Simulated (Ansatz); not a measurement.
NbAs:
```
CELL_PARAMETERS angstrom
      3.20868     0.00000     0.00000
      0.00000     3.20868     0.00000
      0.00000     0.00000     3.20868
ATOMIC_POSITIONS crystal
  Nb 0.00000 0.00000 0.00000
  As 0.50000 0.50000 0.50000
```

Relaxed with r²SCAN. Special points in fractions of this cell's reciprocal vectors: Γ (0.000, 0.000, 0.000); X (0.000, 0.500, 0.000); M (0.500, 0.500, 0.000); R (0.500, 0.500, 0.500).

Q: List the band energies nearest the Fermi level at these points for plane-wave PAW r²SCAN (Ansatz code).

A: In eV from the Fermi level; about four levels below and three above (degenerate sets whole), none deeper than 8.9 eV; points with the same levels are listed once.

| k | below | above |
|---|---|---|
| Γ | -3.18 -3.18 | 0.11 0.11 0.11 |
| X | -7.86 -2.43 -2.43 -2.25 | 2.03 3.13 6.06 |
| M | -4.86 -4.86 -2.72 -0.06 -0.06 | 2.00 2.14 3.30 |
| R | -6.56 -6.56 -6.56 | 3.43 3.43 3.65 3.65 3.65 |

Space group Pm-3m (CsCl type). A made-up cell: these elements were put on the sites of a structure type; neither database checked (COD, Materials Project) lists it. COD files the formula under space group No. 109, so this cell is another polymorph or a model. Its standing as an ambient phase is unchecked. The r²SCAN relaxation kept the symmetry of its start; its stability against distortions is not shown here. The run is not spin-polarised. Scalar-relativistic: spin–orbit coupling is off unless named, which matters more the heavier the elements.

Potentials: the later of the program's two PAW sets.
